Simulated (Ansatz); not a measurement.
The calculation used DFT PBE, scalar-relativistic, plane waves, PAW (Ansatz 0.2.0). Each cell gets a short relaxation within its symmetry: 420 eV, a coarse mesh through Γ, smearing of 0.2 eV, at most 16 steps to 0.08 eV/Å and 0.8 GPa. No spin polarisation. Energies are free energies per atom, good to about 0.1 eV/atom between metallic cells, end volumes are rough, and groups of ends are read at 0.1 Å.

Two unrelaxed guesses for In4Ru:

A.

```
In Ru
1.0
    -3.08888    3.08888    3.08888
     3.08888   -3.08888    3.08888
     3.08888    3.08888   -3.08888
In Ru
4 1
Cartesian
  1.5444 1.5444 -1.5444
  1.5444 -1.5444 1.5444
  -1.5444 1.5444 1.5444
  1.5444 1.5444 1.5444
  0.0000 0.0000 0.0000
```

B.

```
In Ru
1.0
    -3.31044    3.31044    3.31044
     3.31044   -3.31044    3.31044
     3.31044    3.31044   -3.31044
In Ru
4 1
Cartesian
  1.1573 1.1573 1.1573
  -2.1531 2.1531 2.1531
  2.1531 2.1531 -2.1531
  2.1531 -2.1531 2.1531
  0.0000 0.0000 0.0000
```

Question: Does the order of the two change on relaxation?

Answer: As given, A is lower by 3.18 eV/atom. Relaxed, both fall into the same structure. A goes from Im-3m at 23.6 Å³/atom to Im-3m at 24.9 Å³/atom and gains 0.01 eV/atom. B goes from I-43m at 29.0 Å³/atom to Im-3m at 24.7 Å³/atom and gains 3.19 eV/atom. The closest pair in A goes from In–Ru at 2.68 Å to In–Ru at 2.72 Å. The closest pair in B goes from In–Ru at 2.00 Å to In–Ru at 2.72 Å. At the end, in A: In is surrounded by 2 Ru at 2.72 Å and 6 In at 3.15 Å; Ru is surrounded by 8 In at 2.72 Å.
